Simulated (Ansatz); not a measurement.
A geometry of Pd away from equilibrium: step 2 of the relaxation of a relaxed Pd cell displaced along its unstable phonon at q = (½, ½, 0) of its primitive reciprocal cell (85i cm⁻¹), largest move 0.15 Å. Computed with PBEsol (plane waves to 420 eV, PAW, scalar-relativistic; Ansatz, a program for electronic structure). Γ-centred k-mesh 13×13×13 on the run's cell (coarser than for final values), Fermi–Dirac smearing 0.05 eV. The plane waves were selected for a different cell earlier on the path.

```xyz
2
Lattice="5.0105 0.0000 0.0000 2.5052 2.5052 0.0000 0.0000 0.0000 2.5792" Properties=species:S:1:pos:R:3 pbc="T T T"
Pd     0.0000     0.0000     0.3241
Pd     2.5052     0.0000    -0.3241
```

### Question
Give the Cartesian forces on all atoms (eV/Å).

### Answer
```json
[
 {"atom": "Pd1", "Fx": "0.00", "Fy": "0.00", "Fz": "0.95"},
 {"atom": "Pd2", "Fx": "0.00", "Fy": "0.00", "Fz": "-0.95"}
]
```

The path ends in I4/mmm (No. 139) (AFLOW prototype A_tI2_139_a (A_a)). No spin polarisation in the result.

The run could not lose the symmetry of its start: the end is stationary, and may be a saddle point rather than a minimum.

The end of the path is a generated cell of Pd: the first start was made by placing the elements on the sites of a structure type, and the end was not matched to a known phase here, so it may be hypothetical. Known forms of Pd include space group No. 225.
